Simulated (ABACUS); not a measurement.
Set-up for a self-consistent single point of CdSe (P6_3mc, 4 atoms in the cell; from Materials Project mp-1070, changed as shown).

```
CELL_PARAMETERS angstrom
      4.40328     0.00000     0.00000
     -2.20164     3.81335     0.00000
      0.00000     0.00000     7.18314
ATOMIC_POSITIONS crystal
  Cd 0.66667 0.33333 0.49995
  Cd 0.33333 0.66667 0.99995
  Se 0.66667 0.33333 0.87591
  Se 0.33333 0.66667 0.37591
```

Method: PBE, PseudoDojo 0.5 standard norm-conserving PBE (tails mended) pseudopotentials (plane waves; ABACUS).

ABACUS settings:

- KPT: Gamma 5 5 3 0 0 0
- basis_type: pw
- dft_functional: PBE
- ecutwfc: 102 Ry
- smearing_method: fd
- smearing_sigma: 0.00367493 Ry
- potentials: PseudoDojo 0.5 standard norm-conserving PBE (tails mended)
- symmetry: 1
- ks_solver: dav_subspace
- scf_nmax: 100
- scf_thr: 1.0e-09 Ry
- mixing_type: broyden
- mixing_beta: 0.4

Results:

- Number of valence electrons: 72
- Number of bands: 46
- Number of k-points after the program's reduction: 18
- Number of plane waves (most at a k-point): 14269
- Number of SCF iterations: 10
- FFT grid: 54 × 54 × 90
- Free energy E − TS: -16142.6690 eV
- Pressure: -0.56 GPa
- Largest force (vector length): 0.005 eV/Å

Forces (eV/Å):
| atom | Fx | Fy | Fz |
|---|---|---|---|
| Cd1 | 0.000 | 0.000 | 0.005 |
| Cd2 | 0.000 | 0.000 | 0.005 |
| Se3 | 0.000 | 0.000 | -0.005 |
| Se4 | 0.000 | 0.000 | -0.005 |

Stress (GPa, positive for compression):
```
-0.55   0.00   0.00
 0.00  -0.55   0.00
 0.00   0.00  -0.60
```

For comparison: a first run was changed to give this one (volume scaled by 1.04), and from it to this one the free energy falls by 2.5 meV/atom, the pressure goes from 1.25 to -0.56 GPa and the largest force goes from 0.009 to 0.005 eV/Å.

The structure comes from a collection of computed structures, made at another level of theory; the collection holds predicted forms beside known ones.

Cost on one core: about 6 core-minutes (a rough figure).

“Tails mended”: in these copies of the files the far tail of each local potential was reset to the Coulomb form.
